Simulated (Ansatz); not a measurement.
**Property card for Sc2C**

Sc2C:
Space group P4/nmm, origin choice 1 (No. 129); a = b = 3.5757 Å, c = 6.4139 Å, α = β = γ = 90.00°

```tsv
atom	site	symmetry	x	y	z
Sc	2a	-4m2	0.0000	0.0000	0.0000
Sc	2c	4mm	0.5000	0.0000	0.3753
C	2c	4mm	0.0000	0.5000	0.2695
```

Space group P4/nmm (No. 129); conventional cell a = 3.576 Å, b = 3.576 Å, c = 6.414 Å, α = 90.00°, β = 90.00°, γ = 90.00°.

Method: DFT-LDA in the program Ansatz with PAW potentials. Structure relaxed to zero pressure with the same functional. Other levels are named where they apply.

### Cell and energy

Volume per atom: 13.67 Å³
Density: 4.13 g/cm³
Formation energy from the elements (no fitted shifts): -0.088 eV/atom

### Electronic structure

- Electronic character = metallic (no gap)
- Density of states at the Fermi level = 0.47 states/eV per atom (mean over ±0.08 eV)

### Mechanics

- Bulk modulus (Birch–Murnaghan fit) = 124 GPa
- Pressure derivative B′ = 3.9

### Phonons

* **Highest zone-centre frequency**: 437 cm^-1
* **Zone-centre stability**: unstable, softest mode 119i cm⁻¹

The cell is a constructed one: a structure type filled with these elements; neither database checked (COD, Materials Project) lists it. Its standing as an ambient phase is unchecked. The cell was relaxed with LDA under the symmetry of its start. The run is not spin-polarised. As this level gives no gap, phonon frequencies hold no LO–TO term and depend on the k-mesh and smearing (Fermi–Dirac, 0.1 eV here). The references are the lowest solids computed at this level, not always the standard phases.

Potentials: the earlier of the program's two PAW sets. The files were generated under PBE; for other functionals the program regenerates the frozen cores, and for LDA and PBEsol the local potential too.
